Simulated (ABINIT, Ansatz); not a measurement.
This is a calculation of LiY3 for Ansatz 0.2.0. The cell comes from a database or a generator and needn't be the stable form of this composition.

The input input.yaml:

```yaml
crystal:
  lattice:
    - [0.0, 3.899852, 3.899852]
    - [3.899852, 0.0, 3.899852]
    - [3.899852, 3.899852, 0.0]
  atoms:
    - { symbol: "Y", position: [0.5, 0.5, 0.5] }
    - { symbol: "Y", position: [0.75, 0.75, 0.75] }
    - { symbol: "Y", position: [0.25, 0.25, 0.25] }
    - { symbol: Li, position: [0.0, 0.0, 0.0] }
hamiltonian:
  xc: pbe
  pseudopotentials: { kind: paw }
kpoints:
  mp_grid: { grid: [6, 6, 6] }
scf:
  occupations: { method: fermi_dirac, width: 0.05 }
output:
  forces: true
  stress: true
  eigenvalues: true
  write_density: true
  write_potential: true
  elf: true
  volumetric_format: npy
```

Potentials or basis: Ansatz PAW.

The run is started by

```bash
$ ansatz run input.yaml --threads 2 --pin off --max-ram 5120MiB --backend cpu --events-out ev --progress --plain --runs-dir out
```

**Question.** Set up the same calculation for ABINIT 10.8.3 (patched build). Potentials or basis there: JTH PAW PBE v2.0, cutoff 435 eV.

**Answer.** As run (cutoffs and basis follow the program's own potentials, and thresholds, step limits or extra output files can differ):

File run.abi:

```
pp_dirpath "./"
pseudos "Y.GGA_PBE-JTH.xml, Li.GGA_PBE-JTH.xml"

structure "poscar:POSCAR"
natom 4

ecut 16.0
pawecutdg 32.0

kptopt 1
ngkpt 6 6 6
nshiftk 1
shiftk 0.0 0.0 0.0

ixc 11

nband 22
occopt 3
tsmear 0.05 eV

nstep 100
tolvrs 1.0e-9

iomode 3
prtwf 0
prteig 0
prtebands 0
prtden 1
prtvha 1
prtvclmb 1
prtpot 1
```

Contents of POSCAR:

```
LiY3
1.0
    0.0000000000      3.8998520000      3.8998520000
    3.8998520000      0.0000000000      3.8998520000
    3.8998520000      3.8998520000      0.0000000000
Y Li
3 1
Direct
    0.5000000000      0.5000000000      0.5000000000  Y
    0.7500000000      0.7500000000      0.7500000000  Y
    0.2500000000      0.2500000000      0.2500000000  Y
    0.0000000000      0.0000000000      0.0000000000  Li
```

Potentials or basis: JTH PAW PBE v2.0.

The run is started by

```bash
$ abinit run.abi > log 2>&1
```

Both were run:

|  | Ansatz | ABINIT |
| --- | --- | --- |
| Pressure | 0.0 GPa | -0.1 GPa |

Ansatz's pressure holds a Pulay term of +0.00 GPa for its cutoff of 420 eV, which the other run lacks.

Where Ansatz's input types no cutoff or centring, it takes its own default and a Γ-centred mesh.

Pressure is positive in compression.
